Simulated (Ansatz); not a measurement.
The relaxed structure here is a generated cell of Y2Ge: the first start was made by placing the elements on the sites of a structure type, and the end was not matched to a known phase here, so it may be hypothetical.

One stationary structure of Y2Ge. The numbers are results of r2SCAN (plane waves to 500 eV, PAW, scalar-relativistic; Ansatz, a first-principles code), not measurements.

```cif
data_Ge2Y4
_chemical_formula_sum 'Y4 Ge2'
_space_group_name_H-M_alt 'P 1'
_space_group_IT_number 1
_cell_length_a 4.37311
_cell_length_b 4.37311
_cell_length_c 8.08304
_cell_angle_alpha 90.000
_cell_angle_beta 90.000
_cell_angle_gamma 90.000
loop_
_space_group_symop_operation_xyz
  'x, y, z'
loop_
_atom_site_label
_atom_site_type_symbol
_atom_site_fract_x
_atom_site_fract_y
_atom_site_fract_z
_atom_site_occupancy
Y1 Y 0.00000 0.00000 0.00000 1
Y2 Y 0.50000 0.50000 0.00000 1
Y3 Y 0.50000 0.00000 0.35656 1
Y4 Y 0.00000 0.50000 0.64344 1
Ge1 Ge 0.50000 0.00000 0.72454 1
Ge2 Ge 0.00000 0.50000 0.27546 1
```

### Question
Determine the symmetry and give the standard cell with its independent sites.

### Answer
Space group P4/nmm, origin choice 1 (No. 129); a = b = 4.3731 Å, c = 8.0830 Å, α = β = γ = 90.00°

```
atom  site  symmetry       x       y       z
----  ----  --------  ------  ------  ------
Y       2a      -4m2  0.0000  0.0000  0.0000
Y       2c       4mm  0.5000  0.0000  0.3566
Ge      2c       4mm  0.0000  0.5000  0.2755
```

### Question
Give the shortest distances between elements (the closest pairs, up to four, under 3.6 Å).

### Answer
Ge–Y 2.97 Å; Y–Y 3.09 Å.

| Item | Result |
|---|---|
| Volume per atom | 25.76 Å³ |
| Band gap | no gap (metallic) |

No spin polarisation in the result.

The run could not lose the symmetry of its start; a randomly shaken copy of 12 atoms returns to this structure.
